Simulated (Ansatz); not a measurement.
Relaxed candidate structures of V$_{3}$Si:

A. Cmmm (No. 65), oS8; a = 4.732 Å, b = 6.520 Å, c = 4.616 Å, α = 90.00°, β = 90.00°, γ = 90.00°; Si 2a (0.000, 0.000, 0.000); V 4j (0.500, 0.163, 0.500); V 2d (0.500, 0.500, 0.500)

B. Imma (No. 74), oI16; a = 3.093 Å, b = 4.019 Å, c = 16.476 Å, α = β = γ = 90.00°; Si 4e (0.000, 0.250, 0.426); V 4e (0.000, 0.250, 0.681); V 4e (0.000, 0.750, 0.050); V 4e (0.000, 0.250, 0.191)

C. P4/mmm (No. 123), tP4; a = 3.558 Å, b = 3.558 Å, c = 4.009 Å, α = 90.00°, β = 90.00°, γ = 90.00°; Si 1d (0.500, 0.500, 0.500); V 1b (0.000, 0.000, 0.500); V 2f (0.000, 0.500, 0.000)

Put the candidates in order of energy per atom, lowest first, for PBEsol (plane waves to 420 eV, PAW, scalar-relativistic; Ansatz, a first-principles code).

C (reference), B (+0.02 eV/atom), A (+1.32 eV/atom)

The lowest structure calculated, Pm-3n, cP8, A15 (Cr3Si type), is not among these; it lies 0.15 eV/atom below the lowest of them. Probably no minimum, since a slightly shaken restart fell lower: Cmmm, oS8 (by 1.30 eV/atom, to Imma). Each run could gain symmetry but not lose that of its start, so entries can be saddle points. All of these are generated cells (placed on structure types, drawn at random, substituted or restacked) that were not matched to a known phase here. Static energies at zero pressure. Each cell has its own k-point mesh; energy differences are given only to the digits this allows. No spin polarisation in the result.
